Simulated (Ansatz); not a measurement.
**Electric field gradients in CuGe2**

Level of theory: Ansatz, DFT PBE, scalar-relativistic, plane waves, PAW. Plane waves to 420 eV; Γ-centred k mesh 20×20×20; Fermi-Dirac smearing of 0.15 eV. No spin polarisation.

Equilibrium structure at this level:
```xyz
3
Lattice="-1.4380 1.4380 6.1025 1.4380 -1.4380 6.1025 1.4380 1.4380 -6.1025" Properties=species:S:1:pos:R:3 pbc="T T T"
Cu    0.0000    0.0000    0.0000
Ge    0.0000    0.0000    4.3484
Ge    0.0000    0.0000    7.8566
```

The cell was built by swapping an element in a database structure (itself possibly hypothetical) and relaxing; it need not be the stable form of this composition. In a metal these results depend on the k mesh and the smearing.

Give V_zz (10²¹ V/m²) and the asymmetry η at each distinct site.

## Answers

```
       atom V_zz     η
Cu (atom 1)  0.791  0.00
Ge (atom 2)  0.125  0.00
```